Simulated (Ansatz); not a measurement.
SrAl₂H₂ in space group P-3m1 (No. 164; H on 2d, Al on 2d, Sr on 1a), PBE (plane waves, PAW; program Ansatz), all energies at zero smearing, with the estimated change up to a 700 eV cutoff added, with one set of potentials and settings (totals compare only within such a set). Cell of 5 atoms (2 H, 2 Al, 1 Sr): -4652.482 eV.

| element | reference phase | E (eV/atom) |
|---|---|---|
| H | Cmce, 4 atoms in the cell | -15.8838 |
| Al | Fm-3m, 1 atoms in the cell | -537.5049 |
| Sr | C2/m, 3 atoms in the cell | -3544.2201 |

Formation energy per atom, worked out: (-4652.482 − 2×(-15.8838) − 2×(-537.5049) − 1×(-3544.2201))/5 = -0.297 eV/atom (-29 kJ per mol of atoms), at 0 K, without zero-point energy or fitted corrections.

The workflow started from an entry of the Crystallography Open Database (COD). Whether it is the stable phase at ambient conditions was not checked. The cell was relaxed with PBE under the symmetry of its start; its stability against distortions is not shown here. The references are the lowest solids computed at this level, not always the standard phases (solids in place of the gases).

Potentials: the later of the program's two PAW sets.
